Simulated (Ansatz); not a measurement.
Si₃N₄: do energies and stresses tell the same story?

Level of theory: Ansatz, DFT PBE+D3(BJ), scalar-relativistic, plane waves, PAW.

Plane waves to 420 eV, a k mesh through Γ of 6×6×8 on the computed 14-atom cell and Gaussian smearing (0.02 eV); no spin polarisation.

Relaxed cell: P6_3/m, a = 7.619 Å, b = 7.619 Å, c = 2.911 Å, α = 90.00°, β = 90.00°, γ = 120.00°, 14 atoms in the primitive cell.

Energies at zero smearing and pressures from the stress tensor, at volumes with shape and atoms relaxed:
```csv
V (Å³/atom),E − E(first) (meV/atom),P (GPa)
9.200,0.00,38.89
9.514,-64.26,27.03
9.827,-106.84,16.72
10.141,-130.61,7.77
10.455,-138.05,0.00
10.768,-131.30,-6.73
11.082,-112.27,-12.56
11.500,-70.69,-19.11
```

**Question.** Check P = −dE/dV between neighbouring volumes, and get the bulk modulus from the pressures alone.

**Answer.** With 1 eV/Å³ = 160.2 GPa:
```csv
middle V (Å³/atom),−ΔE/ΔV (GPa),mean P (GPa)
9.357,32.824,32.961
9.671,21.753,21.876
9.984,12.145,12.245
10.298,3.797,3.884
10.612,-3.446,-3.366
10.925,-9.720,-9.646
11.291,-15.932,-15.833
```

The two differ by 0.14 GPa at most. The mean of two end pressures misses the average over a step by about ΔV² P″/12, up to 0.14 GPa here; with that taken off 0.01 GPa remains. Around V = 10.455 Å³/atom, the two neighbours give B = −V ΔP/ΔV = 10.455 × 14.50 / 0.627 = 241.7 GPa, against B0 = 240.3 GPa from the Birch–Murnaghan fit of the energies.